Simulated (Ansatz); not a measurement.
Relaxed-ion elastic tensor of CuI (zinc blende, space group No. 216) in GPa (Voigt order), the program Ansatz at the r²SCAN level (PAW); density 5.79 g/cm³, 27.31 Å³ per atom.

|  | 1 | 2 | 3 | 4 | 5 | 6 |
|---|---|---|---|---|---|---|
| 1 | 55.9 | 37.7 | 37.7 | 0.0 | 0.0 | 0.0 |
| 2 | 37.7 | 55.9 | 37.7 | 0.0 | 0.0 | 0.0 |
| 3 | 37.7 | 37.7 | 55.9 | 0.0 | 0.0 | 0.0 |
| 4 | 0.0 | 0.0 | 0.0 | 22.8 | 0.0 | 0.0 |
| 5 | 0.0 | 0.0 | 0.0 | 0.0 | 22.8 | 0.0 |
| 6 | 0.0 | 0.0 | 0.0 | 0.0 | 0.0 | 22.8 |

### Question
Is the crystal mechanically stable?

### Answer
Yes: the smallest eigenvalue of C is 18.2 GPa.

### Question
Work out the Voigt, Reuss and Hill averages.

### Answer
K_V = 43.8, K_R = 43.8, K_H = 43.8; G_V = 17.3, G_R = 14.2, G_H = 15.8 GPa.

### Question
Give Young's modulus, Poisson's ratio, Pugh's ratio and the universal anisotropy index.

### Answer
E = 9KG/(3K + G) = 42.2 GPa; ν = 0.34; K/G = 2.78 (ductile by the Pugh limit of 1.75); A_U = 5G_V/G_R + K_V/K_R − 6 = 1.08.

### Question
Estimate the sound speeds and the Debye temperature.

### Answer
v_l = √((K + 4G/3)/ρ) = 3350 m/s, v_t = √(G/ρ) = 1650 m/s, mean 1850 m/s; Θ = (h/k)(3n/4πV)^(1/3) v_m = 183 K.

### Question
Give the Zener ratio and Young's modulus along [100], [110] and [111].

### Answer
A = 2C44/(C11 − C12) = 2.50; 1/E = S11 − 2(S11 − S12 − S44/2)Γ with Γ = 0, 1/4, 1/3 gives 25.6, 44.1, 58.2 GPa.

Space group F-43m (zinc blende). The r²SCAN relaxation kept the symmetry of its start; phonons on a q-mesh show no instability. The run is not spin-polarised. Spin–orbit coupling is left out wherever it is not named.

Potentials: the later of the program's two PAW sets.
